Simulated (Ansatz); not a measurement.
KF:
```yaml
crystal:
  lattice:
    - [0.00000, 2.71037, 2.71037]
    - [2.71037, 0.00000, 2.71037]
    - [2.71037, 2.71037, 0.00000]
  atoms:
    - { symbol: K, position: [0.00000, 0.00000, 0.00000] }
    - { symbol: F, position: [0.50000, 0.50000, 0.50000] }
```

Relaxed with PBE.

Problem. Give the optical modes at the zone centre with their infrared and Raman activity from DFPT, PBE in the plane-wave PAW code Ansatz.

Solution. Transverse frequencies, without the LO–TO term; a row sums one degenerate level.

```json
[
 {"ω (cm⁻¹)": "165", "degeneracy": "3", "IR ((D/Å)²/amu)": "6.95", "Raman (Å⁴/amu)": "0", "activity": "IR", "symmetry": "T1u"}
]
```

Problem. How high does the top mode go among those that the LO–TO term moves?

Solution. 301 cm⁻¹ for q along x.

Space group Fm-3m (rock salt). Symmetry was held in the PBE relaxation; phonons on a q-mesh show no instability.

Potentials: the later of the program's two PAW sets.
